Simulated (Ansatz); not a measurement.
BaTiO3:
```yaml
crystal:
  lattice:
    - [2.78810, 1.60971, 2.28050]
    - [-2.78810, 1.60971, 2.28050]
    - [0.00000, -3.21942, 2.28050]
  atoms:
    - { symbol: Ba, position: [0.99893, 0.99893, 0.99893] }
    - { symbol: Ti, position: [0.50753, 0.50753, 0.50753] }
    - { symbol: O, position: [0.48958, 0.98546, 0.48958] }
    - { symbol: O, position: [0.48958, 0.48958, 0.98546] }
    - { symbol: O, position: [0.98546, 0.48958, 0.48958] }
```

This is the LDA-relaxed structure. Tensor components refer to the Cartesian frame of this cell.

All from the program Ansatz at the LDA level (PAW), unless another level is named. Predict the Poisson's ratio.

0.29.

And the elastic constants (relaxed ions, GPa)?

C11 = 299, C12 = 95.2, C13 = 59.2, C14 = -43.0, C33 = 292, C44 = 53.5.

And the piezoelectric stress constants (proper, relaxed ions, C/m²)?

e15 = e24 = 7.21, e16 = e21 = 3.94, e22 = -3.94, e31 = e32 = 3.59, e33 = 5.05.

Space group R3m. This is a known low-temperature phase of the composition, computed here at zero pressure and temperature. The LDA relaxation kept the symmetry of its start; whether a distortion lowers the energy is not shown. No spin polarisation was allowed. Signs of piezoelectric constants follow the polarity of the cell as given. Spin–orbit coupling is left out wherever it is not named.

Potentials: the earlier of the program's two PAW sets. The files were generated under PBE; for other functionals the program regenerates the frozen cores, and for LDA and PBEsol the local potential too.
